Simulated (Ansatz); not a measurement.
Structure search: one LiBH3 candidate

These are results of DFT PBE, scalar-relativistic, plane waves, PAW (Ansatz 0.2.0), not measurements. Cutoff 420 eV, Gaussian smearing, Γ-centred meshes. Cell and atoms relax first on a coarse mesh and then on a finer one. In between, the cell is made exact in the group found at 0.06 Å. In metals the finer mesh still leaves noise of several meV/atom or more. The steps can't lower the symmetry of their start. No spin polarisation.

The cell of LiBH3 is invented: perovskite family, tilts a0b-b- (Imma, No. 74) (A site Li; B site B; X site H). Its size is a rough estimate.

```cif
data_structure
_symmetry_space_group_name_H-M 'Imma'
_symmetry_Int_Tables_number 74
_cell_length_a 4.8478
_cell_length_b 6.8558
_cell_length_c 4.8478
_cell_angle_alpha 90.000
_cell_angle_beta 90.000
_cell_angle_gamma 90.000
_cell_volume 161.12
loop_
_atom_site_label
_atom_site_type_symbol
_atom_site_symmetry_multiplicity
_atom_site_Wyckoff_symbol
_atom_site_fract_x
_atom_site_fract_y
_atom_site_fract_z
_atom_site_occupancy
Li1 Li 4 e 0.50000 0.25000 0.00000 1
B1 B 4 a 0.00000 0.00000 0.00000 1
H1 H 4 e 0.00000 0.25000 0.94920 1
H2 H 8 g 0.25000 0.47460 0.25000 1
```

The zero of energy is the elements' standard structures at the same level (H₂ as a molecule); no fitted shifts are applied.

Q: Where does the relaxation end?

A: The symmetry goes from Imma (No. 74) to Pm-3m (No. 221), and the primitive cell from 10 to 5 atoms. The end has the cubic perovskite type. The volume per atom shrinks by 27.0 %, from 8.1 to 5.9 Å³. The shortest distance goes from 1.72 Å (B–H) to 1.54 Å (B–H). The energy falls by about 0.15 eV/atom (the start's value is from the coarse mesh). The end is written in a standard setting, so origin, axes and order of atoms can differ from the start's. Conventional cell: a = 3.087 Å. Li is surrounded by 12 H at 2.18 Å and 8 B at 2.67 Å; B has 6 H at 1.54 Å; H has 2 B at 1.54 Å, 4 Li at 2.18 Å and 8 H at 2.18 Å.

```
Li B H
1.0
     3.08659    0.00000    0.00000
     0.00000    3.08659    0.00000
     0.00000    0.00000    3.08659
Li B H
1 1 3
Direct
  0.50000 0.50000 0.50000
  0.00000 0.00000 0.00000
  0.00000 0.50000 0.00000
  0.50000 0.00000 0.00000
  0.00000 0.00000 0.50000
```

Q: Give its energy and gap.

A: The formation energy is +0.27 eV/atom and the gap on the 12×12×12 mesh of the 5-atom cell is 0 eV (a metal).

A positive value: parting into the elements would lower its energy.

The last run used Gaussian smearing of 0.10 eV. The cell is a metal run without spin; a magnetic state may lie lower. With hydrogen, zero-point motion can shift formation energies by some tens of meV/atom. Symmetry constrained the relaxation, so the result can be a saddle point. In all, the 3 runs took 33 s on 1 thread of Intel(R) Xeon(R) Processor @ 2.70GHz (shared host).
